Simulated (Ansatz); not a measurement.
**Structure relaxation, HfO2**

The start is a generated cell, HfO2 placed in the AFLOW prototype AB2_cF48_227_c_e (as in Ti2C). The structure is fully relaxed (lattice and positions, P = 0) with r2SCAN (plane waves to 500 eV, PAW, scalar-relativistic; Ansatz, an electronic-structure program). The first steps use a coarse 4×4×4 k-mesh.

Input geometry:
```
CELL_PARAMETERS angstrom
      0.00000     4.08820     4.08820
      4.08820     0.00000     4.08820
      4.08820     4.08820     0.00000
ATOMIC_POSITIONS crystal
  Hf 0.62500 0.62500 0.62500
  Hf 0.12500 0.62500 0.62500
  Hf 0.62500 0.12500 0.62500
  Hf 0.62500 0.62500 0.12500
  O  0.87000 0.87000 0.87000
  O  0.39000 0.87000 0.87000
  O  0.87000 0.39000 0.87000
  O  0.87000 0.87000 0.39000
  O  0.38000 0.38000 0.38000
  O  0.86000 0.38000 0.38000
  O  0.38000 0.86000 0.38000
  O  0.38000 0.38000 0.86000
```

- Initial pressure = +51.6 GPa (positive: the cell is compressed)
- Largest initial force = 0.45 eV/Å, on O5, O6, O7, O8, O9, O10, O11, O12 (atoms numbered as listed)
- Energy released = 0.51 eV/atom
- Shortest distances (start → end) = The closest pairs of elements (up to four, under 3.6 Å), start → end: Hf–O 2.00 → 2.10 Å; O–O 2.78 → 2.70 Å; Hf–Hf 2.89 → 3.20 Å
- Band gap at the end = 3.91 eV, indirect (valence top at L, conduction bottom at Γ) (no spin-orbit coupling)
- Optimiser moves = 6

Final values are on a 5×5×5 k-mesh of the relaxed cell. No spin polarisation in the result.

The run could not lose the symmetry of its start, so the end can be a saddle point.

The relaxed structure here is a generated cell of HfO2: the first start was made by placing the elements on the sites of a structure type, and the end was not matched to a known phase here, so it may be hypothetical. Known forms of HfO2 include space group No. 14, 29, 137, 225.
